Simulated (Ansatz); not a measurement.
TiAl:
```
TiAl
1.0
    2.82183     0.00000     0.00000
    0.00000     2.82183     0.00000
    0.00000     0.00000     4.07741
Al Ti
1 1
Cartesian
  1.41091   1.41091   2.03870
  0.00000   0.00000   0.00000
```

Relaxed with PBE. Special points in fractions of this cell's reciprocal vectors: Γ (0.000, 0.000, 0.000); X (0.000, 0.500, 0.000); M (0.500, 0.500, 0.000); Z (0.000, 0.000, 0.500); R (0.000, 0.500, 0.500); A (0.500, 0.500, 0.500).

Q: List the band energies nearest the Fermi level at these points for PBE (plane waves, PAW; program Ansatz).

A: In eV from the Fermi level; about four levels below and three above (degenerate sets whole), none deeper than 8.9 eV; points with the same levels are listed once.

```csv
k,below,above
Γ,-1.88 -0.85 -0.40,2.15 2.15 3.30
X,-4.57 -4.53 -1.72 -0.26,1.74 2.51 4.32
M,-0.47 -0.47 -0.40 -0.22 -0.22,4.19 4.93 5.96
Z,-7.59 -5.27 -0.69,0.61 1.81 1.81
R,-4.92 -2.95 -1.20 -1.16,1.35 1.79 2.29
A,-2.52 -2.26 -2.26,1.75 2.12 2.69
```

Space group P4/mmm (L1₀ or tetragonal B2). The PBE relaxation kept the symmetry of its start. The run is not spin-polarised.

Potentials: the later of the program's two PAW sets.
